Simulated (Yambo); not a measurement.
Rb2NaScF6 (space group Fm-3m, No. 225), G0W0@LDA in Yambo (2×2×2 mesh, plasmon pole; 8 Ry block, no terminator). The number N of bands in W and G is varied.

| N | x = 1/N | gap Γ → Γ (eV) | shift of the valence edge (eV) |
|---|---|---|---|
| 122 | 0.00820 | 10.505 | -1.912 |
| 176 | 0.00568 | 10.382 | -1.987 |
| 247 | 0.00405 | 10.345 | -2.066 |
| 317 | 0.00315 | ? | ? |

Q: Basis-set arguments suggest E = E∞ + A x. Fix A and E∞ from the two rows above the withheld one, predict the row at 317 bands, and test the form.

A: Gap: A = (10.345 − (10.382))/(0.00405 − 0.00568) = 22.7, E∞ = 10.253 eV, so 10.325 eV is predicted; the run gave 10.339 eV (miss 14 meV). The first two rows have slope 48.8, so the form doesn't hold yet over the whole range. Shift: A = (-2.066 − (-1.987))/(0.00405 − 0.00568) = 48.5, E∞ = -2.262 eV, so -2.110 eV is predicted; the run gave -2.121 eV (miss 11 meV). The first two rows have slope 29.8, so the form doesn't hold yet over the whole range. The other settings are held fixed.

Geometry of the Materials Project entry, not relaxed at this level; primitive cell a = b = c = 6.1865 Å, α = β = γ = 60.00°.

The structure is a Materials Project entry; no match was found in the copy of COD used, and its stability was not checked.

A shift is the quasiparticle energy of the state minus its LDA energy.
